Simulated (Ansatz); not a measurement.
A relaxed structure of CdS. Space group P6₃mc (No. 186), wurtzite type. Computed with PBEsol (plane waves to 420 eV, PAW, scalar-relativistic; Ansatz, a quantum-chemistry and plane-wave program).

```cif
data_Cd2S2
_chemical_formula_sum 'Cd2 S2'
_space_group_name_H-M_alt 'P63mc'
_space_group_IT_number 186
_space_group_name_Hall 'P 6c -2c'
_cell_length_a 4.12305
_cell_length_b 4.12305
_cell_length_c 6.71190
_cell_angle_alpha 90.000
_cell_angle_beta 90.000
_cell_angle_gamma 120.000
loop_
_atom_site_label
_atom_site_type_symbol
_atom_site_symmetry_multiplicity
_atom_site_Wyckoff_symbol
_atom_site_fract_x
_atom_site_fract_y
_atom_site_fract_z
_atom_site_occupancy
Cd1 Cd 2 b 0.66667 0.33333 0.00073 1
S1 S 2 b 0.33333 0.66667 0.12447 1
```

```yaml
volume_per_atom: 24.70 Å³
band_gap: 1.09 eV, direct at Γ (no spin-orbit coupling)
shortest_distances: Cd–S 2.52 Å
k-mesh: 9×9×5
```

Band energies at high-symmetry points (eV from the VBM; labels of this space group; no spin-orbit coupling), from −5 eV up to 5.0 eV:

| point | energies |
|---|---|
| Γ | -4.49 -0.78 -0.78 -0.05 0.00 0.00 1.09 2.68 |
| M | -4.23 -3.61 -2.73 -1.93 -1.35 -0.78 3.63 3.76 4.96 |
| K | -3.78 -3.78 -3.19 -1.91 -1.91 -1.70 4.48 |
| A | -2.53 -2.53 -0.40 -0.40 -0.40 -0.40 2.76 2.76 |
| L | -4.23 -4.23 -1.39 -1.39 -1.37 -1.37 3.35 3.35 |
| H | -4.11 -4.11 -2.51 -2.51 -1.16 -1.16 4.30 4.30 |

No spin polarisation in the result.

Measured for CdS: a 4.136 Å (as listed in Ankan Biswas, S.R. Meher, Deepak K. Kaushik, Journal of Physics Conference Series (2022)); c 6.714 Å (as listed in Ankan Biswas, S.R. Meher, Deepak K. Kaushik, Journal of Physics Conference Series (2022)). Computed minus measured — a: PBEsol -0.3 %; c: PBEsol 0.0 %. The computed values are for a static lattice.

The run could not lose the symmetry of its start; a randomly shaken copy of 4 atoms returns to this structure.
